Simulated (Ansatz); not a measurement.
SiO$_{2}$ (P4_12_12), relaxed with LDA (Ansatz, a first-principles code, plane waves, PAW): a = 4.945 Å, b = 4.945 Å, c = 6.872 Å, α = 90.00°, β = 90.00°, γ = 90.00°.

```
Item                                  Value
------------------------------------  -----
gap (eV)                               5.55
ΔH_f (eV/atom)                        -2.92
B₀ by P(V) fit (GPa)                   12.1
K_Hill (GPa)                           11.3
G_Hill (GPa)                           38.2
ε∞                                     2.32
ε0                                     4.12
highest Γ mode, no LO–TO term (cm⁻¹)   1190
electron conductivity mass (mₑ)        0.54
Θ_D (K)                                 528
```

Task: The same phase is relaxed and computed with r²SCAN in the same code. What are the cell and these values now?

Result: a = 4.9839 Å, b = 4.9839 Å, c = 6.9237 Å, α = 90.00°, β = 90.00°, γ = 90.00°.

gap (eV): 6.34
ΔH_f (eV/atom): -2.99
B₀ by P(V) fit (GPa): 15.0
K_Hill (GPa): 14.8
G_Hill (GPa): 42.6
ε∞: 2.20
ε0: 3.92
highest Γ mode, no LO–TO term (cm⁻¹): 1199
electron conductivity mass (mₑ): 0.53
Θ_D (K): 561

All cells were relaxed under the symmetry of their starts (and spin orders); stability against distortions was not tested throughout.

Potentials: the later of the program's two PAW sets.

Ansatz is a plane-wave DFT program.

Formation energies count from the lowest solids of the elements computed at the same level, not from gases.
